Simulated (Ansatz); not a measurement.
## TiRh3, first-principles data

TiRh$_{3}$:
```
TiRh3
1.0
    3.82063     0.00000     0.00000
    0.00000     3.82063     0.00000
    0.00000     0.00000     3.82063
Ti Rh
1 3
Cartesian
  0.00000   0.00000   0.00000
  1.91032   1.91032   0.00000
  0.00000   1.91032   1.91032
  1.91032   0.00000   1.91032
```

Space group Pm-3m (No. 221), Cu3Au type; conventional cell a = b = c = 3.821 Å, α = β = γ = 90.00°.

Method: r²SCAN in the plane-wave PAW code Ansatz. The cell and atoms are relaxed at this level. Other levels are named where they apply.

### Cell and energy

```yaml
volume_per_atom: 13.94 Å³
density: 10.62 g/cm³
Formation energy from the elements (no fitted shifts): -0.67 eV/atom
```

### Electronic structure

```yaml
electronic_character: metallic (no gap)
Density of states at the Fermi level: 0.79 states/eV per atom (mean over ±0.08 eV)
```

The workflow started from a Materials Project entry (that database holds measured and hypothetical structures alike); the Crystallography Open Database files this formula in space group No. 221, but the cells were not matched. Its standing as an ambient phase is unchecked. The r²SCAN relaxation kept the symmetry of its start; whether a distortion lowers the energy is not shown. No spin polarisation was allowed. The references are the lowest solids computed at this level, not always the standard phases. Scalar-relativistic: spin–orbit coupling is off unless named, which matters more the heavier the elements.

Potentials: the later of the program's two PAW sets.
